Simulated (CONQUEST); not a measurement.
A self-consistent single point of Si2W (I4/mmm, 6 atoms in the cell; from Materials Project mp-1620, changed as shown).

```yaml
crystal:
  lattice:
    - [3.34001, 0.00000, 0.00000]
    - [0.00000, 3.34001, 0.00000]
    - [0.00000, 0.00000, 8.10612]
  atoms:
    - { symbol: Si, position: [0.00000, 0.00000, 0.33499] }
    - { symbol: Si, position: [0.50000, 0.50000, 0.16501] }
    - { symbol: Si, position: [0.50000, 0.50000, 0.83499] }
    - { symbol: Si, position: [0.00000, 0.00000, 0.66501] }
    - { symbol: W, position: [0.00000, 0.00000, 0.00000] }
    - { symbol: W, position: [0.50000, 0.50000, 0.50000] }
```

All values come from this method and carry its errors: LDA (PW92), numerical atomic orbitals double-zeta with polarisation (the shipped basis), PseudoDojo norm-conserving potentials made for LDA in CONQUEST.

CONQUEST settings:

- basis: DZP
- Diag.MPMeshX, Y, Z: 12 12 4
- potentials: PseudoDojo norm-conserving LDA
- Grid.GridCutoff: 175 Ha
- DM.SolutionMethod: diagon
- Diag.kT: 0.003675 Ha
- Diag.GammaCentred: true
- minE.SCTolerance: 1.0e-06
- SC.MaxIters: 100
- SC.LinearMixingFactor: 0.3
- SC.KerkerPreCondition: true
- SC.KerkerFactor: 0.3 1/bohr
- AtomMove.TypeOfRun: static

Q: Estimate, at this level of theory: pressure and largest force (vector length).

A: The run gave:

- Pressure: -21.80 GPa
- Largest force (vector length): 0.217 eV/Å

For comparison: a first run was changed to give this one (lattice scaled by 1.02), and from it to this one the free energy rises by 95.2 meV/atom, the pressure goes from -12.77 to -21.80 GPa and the largest force goes from under 0.1 to 0.22 eV/Å.

The program uses no crystal symmetry, so grid and mesh can part values that symmetry would make equal. The atom-centred basis is finite, which shifts total energies, pressures and forces against plane waves. The structure comes from a collection of computed structures, made at another level of theory; the collection holds predicted forms beside known ones. Its lattice was then scaled. At this pressure the cell is far from its equilibrium volume at this level.

Cost on one core: roughly 4 core-minutes.
